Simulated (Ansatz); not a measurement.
**SiNi at a changed volume: ⁶¹Ni nuclear quadrupole resonance**

Cell: a measured structure from the Crystallography Open Database (COD), relaxed with PBE at fixed cell and then changed (volume scaled by 0.94, ions relaxed).

Space group Pnma (No. 62); a = 5.0675, b = 3.2700, c = 5.4905 Å.

```csv
site,Wyckoff,site symmetry,x,y,z
Si,4c,.m.,0.3238,0.7500,0.0838
Ni,4c,.m.,0.0105,0.2500,0.1853
```

One atom of each set is listed.

Computed with Ansatz: DFT, PBE, plane waves and PAW, scalar-relativistic, collinear spin, 420 eV cutoff, Γ-centred 9×14×9 k-points, Fermi–Dirac smearing 0.05 eV. Start moments as typed (μB): 1.5 on each Ni, none on the rest.

⁶¹Ni: I = 3/2, Q = 162.0 mb (year-2017 value). Static lattice, zero field.

Question: At which frequencies do the ⁶¹Ni NQR lines lie?

Answer: For I = 3/2 there is one line, ν = (|C_Q|/2)(1 + η²/3)^½.

```csv
site,atoms,V_zz (10²¹ V/m²),C_Q (MHz),η,line frequencies (MHz)
Ni,4,0.59,2.32,0.95,1.32
```

With no gap above 0.1 eV, as in a metal, the gradients converge slowly in k; expect changes of a tenth or more on a denser mesh. With these PAW files V_zz is typically within 2 to 3 % of all-electron values, but misses above 10 % occur on Ni. At this changed cell the PBE pressure is 14 GPa. The start moments die out, and the run ends without spin.
